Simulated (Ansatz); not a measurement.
TiSi:
```
CELL_PARAMETERS angstrom
      3.05191     0.00000     0.00000
      0.00000     3.05191     0.00000
      0.00000     0.00000     3.05191
ATOMIC_POSITIONS crystal
  Ti 0.00000 0.00000 0.00000
  Si 0.50000 0.50000 0.50000
```

Relaxed with LDA.

**Question.** List the phonon frequencies at the special points (DFPT on a 4×4×4 q-mesh, Fourier-interpolated; LDA (plane waves, PAW; program Ansatz)).

**Answer.** In cm⁻¹; no LO–TO term at Γ, as the run had none.

| q | frequencies |
|---|---|
| Γ | 0 0 0 287 287 287 |
| X | 100i 100i 174 194 197 197 |
| M | 176i 176i 150 196 309 309 |
| R | 134 134 134 164 164 164 |

Space group Pm-3m (CsCl type). A made-up cell: these elements were put on the sites of a structure type; neither database checked (COD, Materials Project) lists it. COD files the formula under space group No. 25, so this cell is another polymorph or a model. Its standing as an ambient phase is unchecked. The cell was relaxed with LDA under the symmetry of its start. At this level the phase is dynamically unstable (imaginary phonons). No spin polarisation was allowed. As this level gives no gap, phonon frequencies hold no LO–TO term and depend on the k-mesh and smearing (Fermi–Dirac, 0.1 eV here).

Potentials: the later of the program's two PAW sets.
